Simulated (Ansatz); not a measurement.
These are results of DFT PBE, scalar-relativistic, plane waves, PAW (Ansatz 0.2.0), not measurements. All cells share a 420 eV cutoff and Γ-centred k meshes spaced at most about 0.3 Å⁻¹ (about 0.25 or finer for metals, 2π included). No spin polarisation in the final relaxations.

Temperature and zero-point effects are left out.

Compare these two cells of SnGe4, each relaxed at this level.

A.

```yaml
crystal:
  lattice:
    - [-1.67557, 1.67557, 9.35325]
    - [1.67557, -1.67557, 9.35325]
    - [1.67557, 1.67557, -9.35325]
  atoms:
    - { symbol: Sn, position: [0.50000, 0.50000, 0.00000] }
    - { symbol: Ge, position: [0.88526, 0.88526, 0.00000] }
    - { symbol: Ge, position: [0.29711, 0.29711, 0.00000] }
    - { symbol: Ge, position: [0.70289, 0.70289, 0.00000] }
    - { symbol: Ge, position: [0.11474, 0.11474, 0.00000] }
```

B.

```yaml
crystal:
  lattice:
    - [3.61143, -1.91465, 0.00000]
    - [3.61143, 1.91465, 0.00000]
    - [-1.79313, 0.00000, 8.10338]
  atoms:
    - { symbol: Sn, position: [0.50000, 0.50000, 0.00000] }
    - { symbol: Ge, position: [0.11448, 0.11448, 0.76700] }
    - { symbol: Ge, position: [0.76758, 0.76758, 0.61788] }
    - { symbol: Ge, position: [0.23242, 0.23242, 0.38212] }
    - { symbol: Ge, position: [0.88552, 0.88552, 0.23300] }
```

Problem. Which is lower in energy, and by how much?

Solution. B is lower, by 94 meV/atom. A has Sn and Ge ordered on bcc sites, space group I4/mmm (No. 139), 21.0 Å³/atom and no gap on its mesh; B has space group C2/m (No. 12), 22.4 Å³/atom and no gap. Counting Ge atoms around Sn (those within 1.25 times the shortest such distance or 1.15 times the sum of covalent radii; a plus sign parts nearer from farther groups; the shortest distance is added where it is long for a bond), A has Sn 8+2 from 3.2 Å and B has Sn 6. The lower one is the more open, so pressure narrows the difference. Even the lower one lies +0.18 eV/atom against the reference forms of the elements (uncorrected), so neither is stable at this level. In A, Sn has 8 Ge at 3.20 Å, 4 Sn at 3.35 Å and 2 Ge at 3.80 Å; around Ge on its first site lie 4 Ge at 2.89 Å, 4 Sn at 3.20 Å and 5 Ge at 3.35–3.41 Å; Ge on its second site is surrounded by 8 Ge at 2.89–2.95 Å, 5 Ge at 3.35–3.41 Å and 1 Sn at 3.80 Å. In B, Sn has 6 Ge at 2.96–3.03 Å; around Ge on its first site lie 3 Ge at 2.54–2.65 Å and 3 Sn at 2.96–3.03 Å; Ge on its second site is surrounded by 5 Ge at 2.54–2.71 Å. Both come from invented guesses.

Cells relaxed within their symmetry can be saddle points. The C2/m cell of SnGe4 came from shaking the I4/mmm one.
